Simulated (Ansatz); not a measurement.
Here is the system:

Cs₂NaYBr₆ (space group Fm-3m)

```yaml
crystal:
  lattice:
    - [0.00000, 5.66954, 5.66954]
    - [5.66954, 0.00000, 5.66954]
    - [5.66954, 5.66954, 0.00000]
  atoms:
    - { symbol: Cs, position: [0.75000, 0.75000, 0.75000] }
    - { symbol: Cs, position: [0.25000, 0.25000, 0.25000] }
    - { symbol: Na, position: [0.50000, 0.50000, 0.50000] }
    - { symbol: Y, position: [0.00000, 0.00000, 0.00000] }
    - { symbol: Br, position: [0.75475, 0.24525, 0.24525] }
    - { symbol: Br, position: [0.24525, 0.75475, 0.75475] }
    - { symbol: Br, position: [0.24525, 0.75475, 0.24525] }
    - { symbol: Br, position: [0.75475, 0.24525, 0.75475] }
    - { symbol: Br, position: [0.24525, 0.24525, 0.75475] }
    - { symbol: Br, position: [0.75475, 0.75475, 0.24525] }
```

Equation-of-state scan: isotropic scaling of the cell above, V₀ being its volume. The atoms relax within the cell's symmetry.

Computed with r2SCAN (plane waves to 500 eV, PAW, scalar-relativistic; Ansatz, a first-principles code). k mesh 5×5×5 (Γ-centred), Fermi-Dirac smearing 0.05 eV. E stands for the smeared free energy. Stress and pressure are positive under compression. Cs2NaYBr6 is run without spin polarisation. Cs2NaYBr6 was relaxed with its symmetry unable to fall. The zero of ΔE is the relaxed starting cell.

The scan covers V/V₀ from 0.940 to 1.060 in 11 points.

What bulk modulus B₀ follows from a third-order Birch-Murnaghan fit?

18.1 GPa.

What is the fitted pressure derivative B₀′?

5.8.

(Under strain, the slope of the energy per volume gives the stress and its curvature an elastic modulus.)
